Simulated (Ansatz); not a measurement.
# Ionic part of the dielectric constant of Li$_{3}$TeF at 1.7 GPa, mode by mode

These are results of DFT PBEsol, scalar-relativistic, plane waves, PAW (Ansatz), not measurements. Settings: 420 eV plane-wave cutoff, Γ-centred 6×6×6 mesh, fixed occupations. No spin polarisation. Phonons by linear response, acoustic sum rule imposed.

It takes space group Pm-3m (No. 221, cubic). Conventional cell: a = 4.117 Å, b = 4.117 Å, c = 4.117 Å, α = 90.00°, β = 90.00°, γ = 90.00°. Around Te (site symmetry m-3m) lie 12 Li at 2.91 Å. F (site symmetry m-3m) has 6 Li at 2.06 Å as nearest neighbours. Li (site symmetry 4/mmm) has 2 F at 2.06 Å as nearest neighbours.

The cell is the ideal cubic antiperovskite prototype; whether it is the stable structure of this composition wasn't checked. Spin–orbit coupling is left out, which matters for heavy elements. The run warned that the force constants aren't converged on this k mesh, so the frequencies and all that is formed from them are rough.

The primitive cell has V = 69.76 Å³ and ε∞,xx = 5.042. Each polar mode adds Δε = (4.92064×10⁷/V)·S/ν² along x, with S its oscillator strength in e²/amu, ν in cm⁻¹ and V in Å³.

Problem. From these modes, find each Δε and ε0,xx.
| ν (cm⁻¹) | S_xx (e²/amu) |
| --- | --- |
| 180.2 | 0.1498 |
| 228.1 | 0.5215 |
| 338.2 | 0.1589 |

Solution.
```tsv
ν (cm⁻¹)	Δε
180.2	3.25
228.1	7.07
338.2	0.98
```

The sum is 11.305, so ε0,xx = 16.35; the run's tensor has 16.35.

Problem. Where do the longitudinal modes lie for a wave vector along x?

Solution. At 190, 306, 430 cm⁻¹. The Lyddane–Sachs–Teller product Π(ν_LO/ν_TO)² = 3.24 matches ε0/ε∞ = 3.24.